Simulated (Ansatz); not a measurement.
Pressure against volume: HfC

```
Hf C
1.0
     0.00000    2.32500    2.32500
     2.32500    0.00000    2.32500
     2.32500    2.32500    0.00000
Hf C
1 1
Direct
  0.50000 0.50000 0.50000
  0.00000 0.00000 0.00000
```

The geometry is COD entry 1539502, unchecked; take it as a test cell.

Spin–orbit coupling is left out, though it moves levels of the heavy atoms by tenths of an eV or more.

Levels of theory: DFT, PBEsol, all-electron LAPW, scalar-relativistic (Ansatz 0.2.0); DFT, PBEsol, PAW with Ansatz's default frozen-core files, scalar-relativistic (Ansatz 0.2.0).

For LAPW: a Γ-centred 15×15×15 k mesh, Fermi–Dirac smearing of 0.05 eV, basis error target 1 meV/atom, no spin polarisation. PAW takes a cutoff of 420 eV at this cell (files made with PBE, cores remade for this functional). The Ansatz runs share mesh, smearing and spin set-up. Plane-wave (PAW) pressures include the program's estimate of the Pulay term.

The cell above is scaled evenly, with fractional coordinates and shape held.

```csv
V/V(cell),V (Å³/atom),"P, LAPW (GPa)","P, PAW (GPa)","free energy over the lowest listed, PAW (meV/atom)"
0.9400,11.814,9.05,9.00,10.6
0.9600,12.065,3.33,3.28,1.0
0.9800,12.317,-1.84,-1.89,0.0
0.9900,12.442,-4.23,-4.29,2.4
1.0000,12.568,-6.51,-6.56,6.7
1.0100,12.694,-8.67,-8.72,12.7
1.0200,12.819,-10.73,-10.77,20.3
1.0400,13.071,-14.54,-14.58,40.3
1.0600,13.322,-17.98,-18.03,65.9
```

Problem. What do Birch–Murnaghan fits to the pressures give?

Solution. LAPW: V0 = 12.22 Å³/atom, B0 = 248 GPa, B0′ = 4.0; PAW: V0 = 12.22 Å³/atom, B0 = 248 GPa, B0′ = 4.0.

PAW's V0 lies -0.02 % from the all-electron value and its B0 0.0 %. Symmetry fixes shape and coordinates here, so this is the relaxed modulus.
